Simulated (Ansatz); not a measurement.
CoSn2:
```yaml
crystal:
  lattice:
    - [-3.13711, 3.13711, 2.70301]
    - [3.13711, -3.13711, 2.70301]
    - [3.13711, 3.13711, -2.70301]
  atoms:
    - { symbol: Co, position: [0.25000, 0.25000, 0.00000] }
    - { symbol: Co, position: [0.75000, 0.75000, 0.00000] }
    - { symbol: Sn, position: [0.16617, 0.33383, 0.50000] }
    - { symbol: Sn, position: [0.83383, 0.66617, 0.50000] }
    - { symbol: Sn, position: [0.33383, 0.83383, 0.16766] }
    - { symbol: Sn, position: [0.66617, 0.16617, 0.83234] }
```

Relaxed with PBEsol. Special points in fractions of this cell's reciprocal vectors: Γ (0.000, 0.000, 0.000); X (0.000, 0.000, 0.500); M (-0.500, 0.500, 0.500); Z (0.436, 0.436, -0.436); Z0 (-0.436, 0.564, 0.436); P (0.250, 0.250, 0.250); N (0.000, 0.500, 0.000).

Task: List the band energies nearest the Fermi level at these points for the program Ansatz at the PBEsol level (PAW).

Result: In eV from the Fermi level; about four levels below and three above (degenerate sets whole), none deeper than 8.9 eV; points with the same levels are listed once.

| k | below | above |
|---|---|---|
| Γ | -1.14 -1.07 -0.59 -0.59 | 0.44 0.52 0.52 |
| X | -1.13 -1.08 -0.71 -0.58 | 0.75 0.87 1.45 |
| M | -1.12 -0.87 -0.69 -0.69 | 0.26 0.28 1.63 |
| Z | -1.14 -0.86 -0.73 -0.73 | 0.24 0.31 1.27 |
| P | -1.41 -1.41 -0.71 -0.71 | 1.06 1.06 1.12 1.12 |
| N | -1.03 -1.03 -0.72 -0.72 | 0.23 0.23 1.97 1.97 |

Space group I4/mcm. The workflow started from a Materials Project entry (that database holds measured and hypothetical structures alike); the Crystallography Open Database files this formula in space group No. 140, but the cells were not matched. Whether it is the stable phase at ambient conditions was not checked. Symmetry was held in the PBEsol relaxation; of distortions, only those at the zone centre were tested. The run is not spin-polarised. Scalar-relativistic: spin–orbit coupling is off unless named, which matters more the heavier the elements.

Potentials: the later of the program's two PAW sets.
